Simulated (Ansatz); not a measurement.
MoPd:
```
CELL_PARAMETERS angstrom
      1.31505    -5.22927     0.00000
      1.31505     5.22927     0.00000
      0.00000     0.00000     4.30378
ATOMIC_POSITIONS crystal
  Mo 0.67309 0.32691 0.25000
  Pd 0.93057 0.06943 0.25000
  Mo 0.32691 0.67309 0.75000
  Pd 0.06943 0.93057 0.75000
```

Relaxed with PBEsol. Special points in fractions of this cell's reciprocal vectors: Γ (0.000, 0.000, 0.000); Y (-0.500, 0.500, 0.000); C0 (-0.266, 0.734, 0.000); Σ0 (0.266, 0.266, 0.000); Z (0.000, 0.000, 0.500); A0 (0.266, 0.266, 0.500); E0 (-0.266, 0.734, 0.500); T (-0.500, 0.500, 0.500); S (0.000, 0.500, 0.000); R (0.000, 0.500, 0.500).

Q: List the band energies nearest the Fermi level at these points for PBEsol with spin–orbit coupling (plane waves, PAW; program Ansatz).

A: In eV from the Fermi level; about four levels below and three above (degenerate sets whole), none deeper than 8.9 eV; points with the same levels are listed once.

```json
[
 {"k": "Γ", "below": "-1.53 -1.53 -1.15 -1.15", "above": "1.52 1.52 1.83 1.83"},
 {"k": "Y", "below": "-1.39 -1.39 -1.32 -1.32", "above": "1.00 1.00 1.95 1.95"},
 {"k": "C0", "below": "-1.77 -1.77 -0.97 -0.97", "above": "0.03 0.03 0.49 0.49"},
 {"k": "Z", "below": "-0.15 -0.15 -0.15 -0.15", "above": "0.63 0.63 0.63 0.63"},
 {"k": "A0", "below": "-0.38 -0.38 -0.31 -0.31", "above": "1.26 1.26 1.32 1.32"},
 {"k": "T", "below": "-1.59 -1.59 -1.59 -1.59", "above": "0.70 0.70 0.70 0.70"},
 {"k": "S", "below": "-1.39 -1.39 -1.36 -1.36", "above": "0.12 0.12 0.35 0.35"},
 {"k": "R", "below": "-0.73 -0.73 -0.73 -0.73", "above": "0.02 0.02 0.02 0.02"}
]
```

Space group Cmcm. The start of the workflow was typed in or built on a structure type; neither database checked (COD, Materials Project) lists it. Whether it is the stable phase at ambient conditions was not checked. Symmetry was held in the PBEsol relaxation; its stability against distortions is not shown here. The run is not spin-polarised.

Potentials: the later of the program's two PAW sets.
